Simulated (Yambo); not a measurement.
A G0W0@LDA run in Yambo for MgPdF6 (space group R-3, No. 148) (4×4×4 Γ-centred k mesh, bands 6 to 120 and a 6 Ry block in the screening, 120 bands in G with the Bruneval-Gonze terminator, plasmon pole fitted at 27.2 eV) gives these matrix elements, in eV, at the band edges (F → F):

```
state               E0    <Vxc>     <Σx>  <Σc(E0)>      Z
---------------  -----  -------  -------  --------  -----
valence edge     0.000  -24.305  -31.884     5.686  0.788
conduction edge  1.834  -24.603  -20.303    -2.234  0.798
```

Question: Solve the linearised quasiparticle equation for both states, give the gap, and say how exchange and correlation each act on it.

Answer: E = E0 + Z(Σx + Σc − Vxc). Valence: 0.000 + 0.788 × (-31.884 + (5.686) − (-24.305)) = -1.49 eV. Conduction: 1.834 + 0.798 × (-20.303 + (-2.234) − (-24.603)) = 3.48 eV. The gap is 4.97 eV, against 1.83 eV in LDA. Replacing Vxc by bare exchange alone would open it by 11.88 eV; correlation takes back 7.92 eV of that, and Z scales what is left. Nearest settings tried, and what they do to the gap: 98 bands in W, 98 bands in G: +17 meV; 5 Ry block (133 vectors against 175): +77 meV; 2×2×2 mesh: -51 meV. So the settings aren't converged at that level. Spin-orbit splittings are left out.

Geometry of the Materials Project entry, not relaxed at this level; primitive cell a = 5.3335 Å, b = 5.3335 Å, c = 5.3335 Å, α = 55.07°, β = 55.07°, γ = 55.07°.
